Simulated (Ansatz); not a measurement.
Values for one crystal, relaxed and computed with plane-wave PAW PBE (Ansatz code); other levels are named.

Volume per atom: 29.81 Å³
Electronic character: no gap, with almost no states at the Fermi level (zero-gap or semimetallic)
Density of states at the Fermi level: 0.01 states/eV per atom (mean over ±0.08 eV)
Formation energy from the elements (no fitted shifts): -0.18 eV/atom

### Question
Which of these materials gives this?
A) GaSb, NiAs type
B) GaSb, rock salt
C) TaAs, CsCl type
D) InGaSbAs, Pmm2 (In on 1a, As on 1b, Ga on 1d, Sb on 1c)

### Answer
D, InGaSbAs, Pmm2 (In on 1a, As on 1b, Ga on 1d, Sb on 1c)

The start of the workflow was typed in or built on a structure type; neither database checked (COD, Materials Project) lists it. Its standing as an ambient phase is unchecked. Symmetry was held in the PBE relaxation; whether a distortion lowers the energy is not shown. The references are the lowest solids computed at this level, not always the standard phases. Spin–orbit coupling is left out wherever it is not named.

Potentials: the later of the program's two PAW sets.
